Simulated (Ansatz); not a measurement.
BeS:
```xyz
2
Lattice="0.0000 2.3146 2.3146 2.3146 0.0000 2.3146 2.3146 2.3146 0.0000" Properties=species:S:1:pos:R:3 pbc="T T T"
S      0.0000     0.0000     0.0000
Be     2.3146     2.3146     2.3146
```

Relaxed with PBE. Special points in fractions of this cell's reciprocal vectors: Γ (0.000, 0.000, 0.000); X (0.500, 0.000, 0.500); U (0.625, 0.250, 0.625); K (0.375, 0.375, 0.750); L (0.500, 0.500, 0.500); W (0.500, 0.250, 0.750).

**Question.** List the band energies nearest the valence-band maximum at these points for DFT-PBE in the program Ansatz with PAW potentials.

**Answer.** In eV from the valence-band maximum; about four levels below and three above (degenerate sets whole), none deeper than 8.9 eV; points with the same levels are listed once.

```csv
k,below,above
Γ,-0.31 -0.31 -0.31,5.31 8.74 8.74 8.74
X,-6.81 -3.19 -3.19,0.97 4.30 11.79 11.79
U,-6.10 -5.18 -2.51,2.23 7.47 8.08
L,-7.24 -0.52 -0.52,3.91 3.91 4.12
W,-5.45 -5.45 -3.96,4.90 5.51 9.23 9.23
```

Space group Fm-3m (rock salt). The start of the workflow was typed in or built on a structure type; neither database checked (COD, Materials Project) lists it. COD files the formula under space group No. 216, so this cell is another polymorph or a model. Whether it is the stable phase at ambient conditions was not checked. The PBE relaxation kept the symmetry of its start; its stability against distortions is not shown here.

Potentials: the earlier of the program's two PAW sets.
